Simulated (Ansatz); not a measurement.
Ga₂O₃:
```
CELL_PARAMETERS angstrom
      6.12678     1.51960     0.00000
     -6.12678     1.51960     0.00000
     -1.38654     0.00000     5.64012
ATOMIC_POSITIONS crystal
  Ga 0.34127 0.65873 0.68565
  Ga 0.65873 0.34127 0.31435
  Ga 0.90950 0.09050 0.20526
  Ga 0.09050 0.90950 0.79474
  O  0.50373 0.49627 0.74376
  O  0.49627 0.50373 0.25624
  O  0.82665 0.17335 0.43644
  O  0.17335 0.82665 0.56356
  O  0.16417 0.83583 0.10908
  O  0.83583 0.16417 0.89092
```

Relaxed with r²SCAN. Special points in fractions of this cell's reciprocal vectors: Γ (0.000, 0.000, 0.000); C (0.266, 0.266, 0.000); C2 (-0.266, 0.734, 0.000); Y2 (-0.500, 0.500, 0.000); M2 (-0.500, 0.500, 0.500); D (-0.258, 0.742, 0.500); D2 (0.258, 0.258, 0.500); A (0.000, 0.000, 0.500); L2 (0.000, 0.500, 0.500); V2 (0.000, 0.500, 0.000).

### Question
List the band energies nearest the valence-band maximum at these points for r²SCAN in the plane-wave PAW code Ansatz.

### Answer
In eV from the valence-band maximum; about four levels below and three above (degenerate sets whole), none deeper than 8.9 eV; points with the same levels are listed once.

```csv
k,below,above
Γ,-0.68 -0.67 -0.49 -0.28 -0.03,3.04 6.42 7.45
C,-0.84 -0.76 -0.49 -0.15,6.51 7.25 7.71
Y2,-0.68 -0.66 -0.43 -0.17,5.19 5.45 6.55
M2,-0.63 -0.60 -0.60 -0.01,5.87 5.99 6.96
D,-1.16 -0.91 -0.88 -0.65,7.69 7.78 8.43
A,-0.66 -0.64 -0.48 -0.31,5.42 5.55 7.50
L2,-1.13 -1.07 -0.75 -0.68,7.66 7.71 8.63
V2,-0.76 -0.73 -0.46 -0.16,6.37 7.32 8.03
```

Space group C2/m. The r²SCAN relaxation kept the symmetry of its start. Scalar-relativistic: spin–orbit coupling is off unless named, which matters more the heavier the elements.

Potentials: the earlier of the program's two PAW sets.
